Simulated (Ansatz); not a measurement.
Se (trigonal-Se type, space group P3_121)

```xyz
3
Lattice="4.0391 0.0000 0.0000 -2.0195 3.4979 0.0000 0.0000 0.0000 5.1208" Properties=species:S:1:pos:R:3 pbc="T T T"
Se     1.0044     0.0000     4.2673
Se    -0.5022     0.8698     0.8535
Se     1.5173     2.6281     2.5604
```

E(V) scan at fixed shape, V₀ the volume above. The atoms relax within the cell's symmetry.

All values below come from PBEsol (plane waves to 420 eV, PAW, scalar-relativistic; Ansatz, a quantum-chemistry and plane-wave program). k mesh 10×10×7 (Γ-centred), Fermi-Dirac smearing 0.05 eV. The energy includes the smearing's −TS. Compression counts positive. With the shape held, the modulus is that of even scaling; a crystal free to change shape is softer. Se was relaxed with its symmetry unable to fall. ΔE is measured from the relaxed starting cell.

| V (Å³/atom) | ΔE (meV/atom) |
|---|---|
| 21.705 | 33.1 |
| 22.308 | 17.4 |
| 22.911 | withheld |
| 23.514 | 1.7 |
| 24.116 | 0.0 |
| 24.719 | 1.5 |
| 25.322 | 5.7 |
| 25.925 | 12.2 |
| 26.528 | 20.6 |

Task: Fit a third-order Birch-Murnaghan form (E₀, V₀, B₀, B₀′ free) to the given rows and predict ΔE at V = 22.911.

Result: Least squares on the 8 given rows: ΔE = E₀ + (9V₀B₀/16)·y²·[2 + (B₀′ − 4)y], y = (V₀/V)^(2/3) − 1, with V₀ = 24.117 Å³/atom, B₀ = 34.32 GPa (160.2 GPa = 1 eV/Å³; the term in eV is multiplied by 1000), B₀′ = 6.08, E₀ = -0.02 meV/atom; root-mean-square residual 0.02 meV/atom. At 22.911 the fit gives 7.3 meV/atom; the calculation gives 7.3 meV/atom, the same to the digits shown. For the pressure the fit gives 2.06 GPa against the computed 2.10 GPa.

(A scan under strain: stresses follow from slopes of the energy per volume, elastic moduli from its curvatures.)
